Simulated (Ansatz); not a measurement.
Ansatz (an electronic-structure program) input:

Ansatz 0.2 input:
```yaml
crystal:
  lattice:
    - [0.0, 4.4163629548, -2.5041198483]
    - [0.0, 4.4163629548, 2.5041198483]
    - [8.3318099787, 0.0, 0.0]
  atoms:
    - { symbol: Si, position: [0.33985471, 0.3308098398, 0.9373565496] }
    - { symbol: Si, position: [0.6691901602, 0.66014529, 0.0626434504] }
    - { symbol: Si, position: [0.33985471, 0.3308098398, 0.5626434504] }
    - { symbol: Si, position: [0.6691901602, 0.66014529, 0.4373565496] }
    - { symbol: O, position: [0.6019362977, 0.3980637023, 0.0] }
    - { symbol: O, position: [0.6019362977, 0.3980637023, 0.5] }
    - { symbol: O, position: [0.4640457815, 0.9687122372, 0.541623979] }
    - { symbol: O, position: [0.0312877628, 0.5359542185, 0.458376021] }
    - { symbol: O, position: [0.4640457815, 0.9687122372, 0.958376021] }
    - { symbol: O, position: [0.0312877628, 0.5359542185, 0.041623979] }
    - { symbol: O, position: [0.5783917708, 0.7369811952, 0.25] }
    - { symbol: O, position: [0.2630188048, 0.4216082292, 0.75] }
kpoints:
  mp_grid: { grid: [4, 4, 2] }
hamiltonian:
  xc: hse06
  pseudopotentials: { kind: paw }
scf:
  n_extra_bands: 12
  occupations: { method: fixed }
output:
  eigenvalues: true
  eigenstates:
    e_range: [-9.0, 16.5]
    kpoints:
      - [0.0, 0.0, -0.005208]  # VBM
      - [0.0, 0.0, 0.0]  # CBM
      - [0.0, 0.0, 0.0]  # GAMMA
      - [0.5, 0.5, 0.0]  # Y
      - [0.5, 0.5, 0.5]  # T
      - [0.0, 0.0, 0.5]  # Z
      - [0.0, 0.5, 0.0]  # S
      - [0.0, 0.5, 0.5]  # R
      - [-0.3303749495, 0.3303749495, 0.0]  # DELTA_0
      - [0.3303749495, 0.6696250505, 0.0]  # F_0
      - [-0.3303749495, 0.3303749495, 0.5]  # B_0
      - [0.3303749495, 0.6696250505, 0.5]  # G_0
```

Output (shortened):

```
Pseudopotentials: kind: paw
Pseudopotential: Si, paw, valence charge 4
Pseudopotential: O, paw, valence charge 6
Functional definition: HSE06
davidson cushion auto → on  (no smearing: the cushion is to keep the highest requested band from converging to the state above it …
Crystal: 12 atoms, lattice volume = 184.285 Å³
Basis set: ecut = 420 eV, 3621 PW (Γ)
Bands: 44, of which v1, the nominal top of the filled ones, is band 32 counted from 1 (31 counted from 0)
Symmetry: 4 space group operations
Space group: Ama2 (ITA 40), of the structure as read, at distance tolerance 5.7e-5 Å
k-points: 14 of 32 (time reversal used)
PAW frozen core: Si, regenerated for the run's functional, and the local potential with it
PAW frozen core: O, regenerated for the run's functional, and the local potential with it
Initial wavefunctions: pseudopotential atomic-orbital guess
Eigensolver: davidson
Functional: x = pbe(κ = 0.804, μ = 0.2195149727645171), c = pbe(β = 0.06672455060314922), warm-up for x = pbe(κ = 0.804, μ = 0.2195149727645171) + 0.25 (exact …
SCF iter   1: F=—  HF=-7096.379400 eV  |F-HF|=—  |Δ(HF+E_count)|=         —  Δρ=9.15e-4  dr2=5.27e-4  ethr=1.77e-3  ⟨swp⟩=2.2  Hψ=4769  notcnv=0
preconditioner: auto → none
SCF iter   2: F=-7096.382596 eV  HF=-7096.381757 eV  |F-HF|=8.39e-4  |Δ(HF+E_count)|=   2.36e-3  Δρ=4.66e-4  dr2=1.09e-4  ethr=8.24e-7  ⟨swp⟩=5.2  Hψ=2236  notcnv=0  defer=1
SCF 1 stopped early in 2 iterations: F = -7096.382596 eV  dr2 = 1.09e-4
Crystal: 12 atoms, lattice volume = 184.285 Å³
Initial density: handed on by an earlier stage of this run
Initial wavefunctions: those handed on with the density
Functional: x = pbe(κ = 0.804, μ = 0.2195149727645171) + 0.25 (exact − pbe) at short range (hse, ω = 0.20786987370883472 Å⁻¹), c = pbe(β = 0.06672455060314922); HSE06 as pw.x's `hse` composes it (authors' and Libxc's form: `xc: wpbeh`)
Exchange kernel: α = 0.2500, screened, ω = 0.2079 Å⁻¹, Wigner–Seitz truncation, v(0) = 1042.6176 eV·Å³, q-mesh 4×4×2, nearest image of the exchange supercell L …
Frozen-core exchange: fock
SCF iter   1: F=—  HF=-7097.759416 eV  |F-HF|=—  |Δ(HF+E_count)|=         —  Δρ=6.27e-3  dr2=5.56e-2  ethr=1.70e-6  ⟨swp⟩=8.4  Hψ=3516  notcnv=0
preconditioner: auto → none
SCF iter   2: F=—  HF=-7097.741494 eV  |F-HF|=—  |Δ(HF+E_count)|=   1.79e-2  Δρ=3.52e-3  dr2=9.06e-3  ethr=1.70e-6  ⟨swp⟩=4.6  Hψ=2504  notcnv=0
SCF iter   3: F=—  HF=-7097.759495 eV  |F-HF|=—  |Δ(HF+E_count)|=   1.80e-2  Δρ=1.42e-3  dr2=3.71e-3  ethr=1.70e-6  ⟨swp⟩=4.6  Hψ=2119  notcnv=0
iter 4 solved again at ethr=1.65e-8 eV; its pass at ethr=1.70e-6 eV (dr2=1.05e-5 eV) is discarded
SCF iter   4: F=—  HF=-7097.758279 eV  |F-HF|=—  |Δ(HF+E_count)|=   1.22e-3  Δρ=1.11e-4  dr2=3.95e-5  ethr=1.65e-8  ⟨swp⟩=4.1  Hψ=3795  notcnv=0
SCF iter   5: F=—  HF=-7097.758528 eV  |F-HF|=—  |Δ(HF+E_count)|=   2.49e-4  Δρ=1.71e-4  dr2=4.51e-5  ethr=1.65e-8  ⟨swp⟩=5.4  Hψ=2497  notcnv=0
SCF iter   6: F=-7097.758512 eV  HF=-7097.758515 eV  |F-HF|=3.25e-6  |Δ(HF+E_count)|=   1.33e-5  Δρ=4.80e-5  dr2=4.55e-6  ethr=1.65e-8  ⟨swp⟩=4.0  Hψ=2403  notcnv=0
SCF 2 stopped early in 6 iterations: F = -7097.758512 eV  dr2 = 4.55e-6
hybrid outer 1: dexx = +2.214e-2 eV, tail = 4.00e-5 eV
Crystal: 12 atoms, lattice volume = 184.285 Å³
Exchange kernel: α = 0.2500, screened, ω = 0.2079 Å⁻¹, Wigner–Seitz truncation, v(0) = 1042.6176 eV·Å³, q-mesh 4×4×2, nearest image of the exchange supercell L …
Frozen-core exchange: fock
SCF iter   1: F=—  HF=-7097.758669 eV  |F-HF|=—  |Δ(HF+E_count)|=         —  Δρ=4.44e-5  dr2=1.62e-6  ethr=3.13e-7  ⟨swp⟩=4.1  Hψ=1479  notcnv=0
preconditioner: auto → none
SCF iter   2: F=—  HF=-7097.758670 eV  |F-HF|=—  |Δ(HF+E_count)|=   7.33e-7  Δρ=1.91e-5  dr2=4.29e-7  ethr=2.19e-9  ⟨swp⟩=5.0  Hψ=2474  notcnv=0
SCF iter   3: F=—  HF=-7097.758670 eV  |F-HF|=—  |Δ(HF+E_count)|=   4.85e-7  Δρ=1.65e-5  dr2=3.17e-7  ethr=5.78e-10  ⟨swp⟩=5.9  Hψ=1775  notcnv=0  defer=18
iter 4 solved again at ethr=3.00e-11 eV; its pass at ethr=4.88e-10 eV (dr2=1.92e-8 eV) is discarded
SCF iter   4: F=-7097.758670 eV  HF=-7097.758670 eV  |F-HF|=5.87e-9  |Δ(HF+E_count)|=   8.90e-8  Δρ=3.88e-6  dr2=1.51e-8  ethr=3.00e-11  ⟨swp⟩=3.7  Hψ=3186  notcnv=0
SCF 3 converged in 4 iterations: F = -7097.758670 eV  dr2 = 1.51e-8
hybrid outer 2: dexx = +5.426e-7 eV, tail = 3.97e-8 eV, Δε = 1.50e-3 eV (about 5.72e-5 eV left of the loop's levels)
the search or the solves at the SCF's close seem to have found levels that the self-consistency loop had missed (the run counts 1) …
NSCF: frozen V_eff on 12 k-points
hybrid SCF converged: 2 outer / 10 inner (+2 warm-up), last move |dexx| = 5.43e-7 eV, tail = 3.97e-8 eV
Stability not checked (fock_operator)
Free energy (F): -7097.758670 eV
Frozen-core exchange: fock
Harris-Foulkes:  -7097.758670 eV  (|F-HF|=5.87e-9)
Internal energy: -7097.758670 eV  (E = F + TS)
E sigma→0 (E₀):  -7097.758670 eV
Fermi energy:    -0.626742 eV
--- Per-component energies (eV) ---
  E_band       = -503.773020
  E_kinetic    = 1616.658720
  E_local      = -4784.939717  (includes V_loc(G=0)·N_el)
  E_nonlocal   = 468.836724
  E_hartree    = 1785.994623
  E_xc         = -656.617671
  E_vxc        = -756.183169  (∫ρ·V_xc dr)
  E_exx        = -184.103562  (= α·E_x^exact, valence–valence)
  E_paw        = -3302.727265  (= ΣΔE_a)
  E_vpaw       = -251.941936  (= ΣTr[D̂ρ^β])
  E_aug_tail   = 0.020656  (compensation charges beyond the density's cutoff)
  E_ewald      = -2040.431434
  E_core_change = -0.449744  (= ΣΔE_core)
  E_smearing   =  0.000000  (= −TS)
  E_closure    =  0.000000  (closes the sum)
  Σ components = -7097.758670   (vs F -7097.758670, Δ=0.00e0)
  [band-id]    e_kinetic+e_local+e_nonlocal+2·e_hartree+e_vxc+2·e_exx+e_vpaw+e_augmentation_tail = -503.766600   (vs E_band -503.773020, Δ=6.42e-3)
--- Band table (eV; the first three rows and the last of 14) ---
  k-point 0: bands = ["-21.4100", "-20.9576", "-19.9401", "-19.2943", "-19.2909", "-19.2584", "-19.2324", "-19.2288", "-10.4057", "-9.3020", "-7.0091", "-6.5142", "-6.3981", "-6.2950", "-6.1060", "-5.9527", "-3.6909", "-3.5181", "-3.0861", "-2.9476", "-2.6792", "-2.4534", "-2.3857", "-2.3446", "-2.3383", "-2.3259", "-1.4847", "-1.3851", "-1.3407", "-0.9736", "-0.7330", "-0.6267", "6.8569", "9.3279", "9.7662", "10.3234", "10.5334", "11.4943", "11.6531", "11.6940", "11.9721", "12.1422", "12.9949", "13.1234"]
  k-point 1: bands = ["-21.2272", "-21.2272", "-19.5642", "-19.5642", "-19.2776", "-19.2776", "-19.2404", "-19.2404", "-9.9181", "-9.9181", "-6.6599", "-6.6599", "-6.3083", "-6.3083", "-6.1235", "-6.1235", "-3.3732", "-3.3732", "-2.9863", "-2.9863", "-2.8668", "-2.8668", "-2.3933", "-2.3933", "-2.3279", "-2.3279", "-1.3864", "-1.3864", "-1.0767", "-1.0767", "-0.7417", "-0.7417", "7.7256", "7.7256", "10.4487", "10.4487", "11.0667", "11.0667", "11.6331", "11.6331", "12.1029", "12.1029", "12.8463", "12.8463"]
  k-point 2: bands = ["-21.2433", "-20.7778", "-20.1463", "-19.5191", "-19.3032", "-19.2986", "-19.2495", "-19.2473", "-9.9770", "-8.8924", "-7.5524", "-6.7045", "-6.3037", "-6.1924", "-5.8810", "-5.7530", "-3.7757", "-3.5517", "-3.0984", "-3.0658", "-2.9279", "-2.6449", "-2.5305", "-2.3267", "-2.2317", "-2.0190", "-1.8799", "-1.4363", "-1.3356", "-1.0141", "-0.9223", "-0.7071", "7.6669", "9.9823", "10.0005", "10.4439", "10.8803", "11.0804", "11.4110", "11.4735", "12.1008", "12.2390", "12.7010", "12.8936"]
  k-point 13: bands = ["-20.8075", "-20.8075", "-20.0929", "-20.0929", "-19.2960", "-19.2960", "-19.2913", "-19.2913", "-9.0022", "-9.0022", "-7.2866", "-7.2866", "-5.9918", "-5.9918", "-5.8752", "-5.8752", "-3.5650", "-3.5650", "-3.0822", "-3.0822", "-3.0477", "-3.0477", "-2.6305", "-2.6305", "-2.4032", "-2.4032", "-1.7231", "-1.7231", "-1.1958", "-1.1958", "-0.9264", "-0.9264", "9.6285", "9.6285", "9.9078", "9.9078", "10.9788", "10.9788", "11.7803", "11.7803", "12.1101", "12.1101", "12.9916", "12.9916"]
  band table: 44 of 44 bands, residual norms ≤ 1.0e-3 eV
```

Cost: very roughly 10 core-minutes on shared cores.

The points marked VBM and CBM come from a semilocal run.

The workflow started from a Materials Project entry (that database holds measured and hypothetical structures alike); the Crystallography Open Database copy checked does not list it. It is not the phase usual at ambient conditions (space group No. 92, 152, 154). Symmetry was held in the PBEsol relaxation; its stability against distortions is not shown here.

Potentials: the later of the program's two PAW sets.

Ansatz is a plane-wave DFT program.
